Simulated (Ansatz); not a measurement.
Below is a relaxed structure of TiB2. The cell was found from a structure generator's guess, not taken from experiment.

The calculation used DFT PBE, scalar-relativistic, plane waves, PAW (Ansatz 0.2.0). Cutoff 420 eV, Γ-centred mesh, Gaussian smearing, no spin polarisation.

The sheet is periodic along a and b; c holds vacuum.

```
CELL_PARAMETERS angstrom
3.13420 0.00000 0.00000
-1.56710 2.71429 0.00000
0.00000 0.00000 26.17352
ATOMIC_POSITIONS crystal
Ti 0.00000 0.00000 0.31281
B 0.33333 0.66667 0.26734
B 0.66667 0.33333 0.26734
```

The zero of energy is the elements' standard structures at the same level; no fitted shifts are applied.

Question: What layer group does it have?

Answer: p6mm (No. 77). In-plane cell: a = 3.134 Å, b = 3.134 Å, γ = 120.0°, thickness 1.19 Å between the outermost nuclei. Ti at height 1.19 Å has 6 B at 2.17 Å; B at height 0.00 Å has 3 B at 1.81 Å.

Question: What is its formation energy per atom?

Answer: +0.146 eV/atom. The separate elements lie lower, so it is unstable against them.

Question: Is it a metal?

Answer: No, the gap on the 12×12×1 mesh is 0.43 eV.

The last run used a 12×12×1 mesh for its 3-atom cell and Gaussian smearing of 0.02 eV. Kohn–Sham gaps at this level usually fall short of measured ones. Symmetry constrained the relaxation, so the result can be a saddle point.
